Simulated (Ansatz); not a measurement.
TiGe₂ (fluorite or antifluorite type, Fm-3m) at seven volumes, the program Ansatz at the PBE level (PAW), scaled uniformly. One row is withheld.

| V (Å³/atom) | P (GPa) |
|---|---|
| 17.898 | 9.06 |
| 18.489 | ? |
| 19.079 | 2.73 |
| 19.669 | 0.16 |
| 20.259 | -2.06 |
| 20.849 | -3.90 |
| 21.439 | -5.49 |

### Question
Fit the shown pressures and predict the withheld one.

### Answer
P = (3/2)B₀(x^(7/2) − x^(5/2))[1 + (3/4)(B′ − 4)(x − 1)] with x = (V₀/V)^(2/3). Least squares on the six rows gives V₀ = 19.710 Å³/atom, B₀ = 77.5 GPa, B′ = 4.00. At V = 18.489, x = 1.0436 and P = 5.63 GPa. The run itself gave 5.63 GPa.

A made-up cell: these elements were put on the sites of a structure type; neither database checked (COD, Materials Project) lists it. COD files the formula under space group No. 70, so this cell is another polymorph or a model. Whether it is the stable phase at ambient conditions was not checked. The cell keeps a stress of up to 0.2 GPa. The cell was relaxed with PBE under the symmetry of its start; whether a distortion lowers the energy is not shown. The run is not spin-polarised.

Potentials: the later of the program's two PAW sets.
